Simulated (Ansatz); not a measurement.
This cell of Ru (hcp, Mg type) is off equilibrium:

```
Ru
1.0
    2.76959     0.00000     0.00000
   -1.38479     2.39853     0.00000
    0.00000     0.00000     4.36570
Ru
2
Cartesian
  0.00000   1.59902   3.27427
  1.38479   0.79951   1.09142
```

All values below come from PBE (plane waves to 420 eV, PAW, scalar-relativistic; Ansatz, an electronic-structure program). k mesh 20×20×11 (Γ-centred), Fermi-Dirac smearing 0.05 eV. E stands for the smeared free energy. Stress and pressure are positive under compression. With partly filled bands, the response to shear is sensitive to the k mesh, so small differences along c/a are uncertain. Ru is run without spin polarisation. Ru was relaxed with its symmetry unable to fall. The PAW data are Ansatz's earlier set.

Task: What is the stress tensor (GPa)?

Result: 
```
  -14.0      0.0      0.0
    0.0    -14.0      0.0
    0.0      0.0    -15.0
```
The pressure, a third of the trace, is -14.3 GPa.

Task: It is the relaxed cell deformed to V/V₀ = 1.053, (c/a)/(c/a)₀ = 1.000, c along z, fractional positions held. What is its energy relative to the relaxed cell?

Result: 35 meV/atom.

(Under strain, the slope of the energy per volume gives the stress and its curvature an elastic modulus.)
